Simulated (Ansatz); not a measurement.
Cs2Ni3Se4:
```
Cs2Ni3Se4
1.0
    0.00000     5.16505     7.04840
    3.01775     0.00000     7.04840
    3.01775     5.16505     0.00000
Cs Ni Se
2 3 4
Cartesian
  3.01775   5.16505   4.81440
  3.01775   5.16505   9.28239
  1.50887   2.58253   0.00000
  1.50887   2.58253   7.04840
  0.00000   0.00000   0.00000
  3.01775   8.59977   8.53948
  3.01775   1.73033   5.55731
  3.01775   1.73033   8.53948
  3.01775   8.59977   5.55731
```

Relaxed with LDA. Special points in fractions of this cell's reciprocal vectors: Γ (0.000, 0.000, 0.000); Y (0.500, 0.000, 0.500); T (1.000, 0.500, 0.500); Z (0.500, 0.500, 0.000); Σ0 (0.000, 0.381, 0.381); U0 (1.000, 0.619, 0.619); C0 (0.500, 0.210, 0.710); A0 (0.500, 0.790, 0.290); L (0.500, 0.500, 0.500).

Question: List the band energies nearest the valence-band maximum at these points for LDA in the plane-wave PAW code Ansatz.

Answer: In eV from the valence-band maximum; about four levels below and three above (degenerate sets whole), none deeper than 8.9 eV; points with the same levels are listed once.

| k | below | above |
|---|---|---|
| Γ | -1.16 -1.16 -0.58 -0.38 -0.37 | 1.29 1.39 1.89 |
| Y | -0.97 -0.47 -0.32 -0.23 | 0.90 1.01 1.28 |
| T | -0.86 -0.48 -0.30 -0.18 | 0.72 1.01 1.12 |
| Z | -1.16 -1.16 -0.58 -0.43 -0.36 | 1.34 1.42 2.11 |
| Σ0 | -0.86 -0.48 -0.34 -0.04 | 0.74 1.10 1.21 |
| C0 | -0.97 -0.45 -0.43 -0.09 | 0.75 1.20 1.53 |
| L | -0.94 -0.42 -0.30 -0.29 | 0.85 0.90 1.04 |

Space group Fmmm. The first step of the workflow began from a Materials Project structure, measured or hypothetical; the Crystallography Open Database copy checked does not list it. Its standing as an ambient phase is unchecked. The LDA relaxation kept the symmetry of its start; of distortions, only those at the zone centre were tested. No spin polarisation was allowed. Spin–orbit coupling is left out wherever it is not named.

Potentials: the later of the program's two PAW sets.
